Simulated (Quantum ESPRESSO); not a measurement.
# Strain and stress in In2AlGaP4

The results below are calculated, not measured. They come from pw.x of Quantum ESPRESSO 7.5, a plane-wave density functional program, with PseudoDojo standard norm-conserving files (v0.5 for PBE, v0.4.1 for LDA and PBEsol). The cells are made up: elements, strain and atom displacements were drawn at random, and nothing was relaxed. There is no spin polarisation, spin-orbit coupling or dispersion term.

The cell has 8 sites of a zincblende or diamond lattice. Sites 1 to 4 hold In Al Ga In; sites 5 to 8 hold P P P P. Cell vectors in Å: (5.709, -0.026, 0.062); (-0.026, 5.811, 0.015); (0.062, 0.015, 5.789). Settings: PBE, cutoff 1088 eV, 4 x 4 x 4 k mesh shifted by half a step, Fermi-Dirac smearing of 0.025 eV.

Each run adds the same linear strain along x, y and z to one cell, with the atoms carried along; the vectors above are those of run 6. Stress is positive in tension and P is minus a third of its trace. E is the free energy for each atom above the lowest run shown.

```
run  strain (%)  s_xx (GPa)  s_yy (GPa)  s_zz (GPa)  s_xy (GPa)  P (GPa)  E (meV/atom)
  1       -2.09       -5.39       -4.67       -4.63       -1.57     4.90         21.02
  3       -0.81       -2.22       -1.45       -1.46       -1.34     1.71          2.86
  4       -0.58       -1.71       -0.94       -0.95       -1.30     1.20          1.37
  5       -0.36       -1.24       -0.46       -0.48       -1.26     0.72          0.45
  6        0.16       -0.18        0.61        0.58       -1.18    -0.34          0.00
  7        1.94        2.89        3.71        3.64       -0.93    -3.41         15.78
  2       -1.87           ?           ?           ?           ?        ?             ?
```

A rerun of one of these cells at 1377 eV and k mesh 6 x 6 x 6 moved values by no more than 0.008 eV in the cell's energy, 0.02 GPa in stress and 0.002 eV/Å in force.

## Worked fit

A parabola through the six runs shown gives P = -0.03 - 2.04 e + 0.153 e² GPa, with e in per cent and a scatter of 0.01 GPa. A linear strain of 1 % changes the volume by about 3 %, so the bulk modulus of this cell with clamped atoms is about 68 ± 1 GPa at e = 0. The error is the larger of the fit's own and the change that a cubic makes, rounded up.

## Withheld run

Question: what P should run 2 give?

The fit gives 4.32 GPa. The calculation gave 4.31 GPa.

| run | strain (%) | s_xx (GPa) | s_yy (GPa) | s_zz (GPa) | s_xy (GPa) | P (GPa) | E (meV/atom) |
| --- | --- | --- | --- | --- | --- | --- | --- |
| 2 | -1.87 | -4.80 | -4.07 | -4.05 | -1.53 | 4.31 | 16.67 |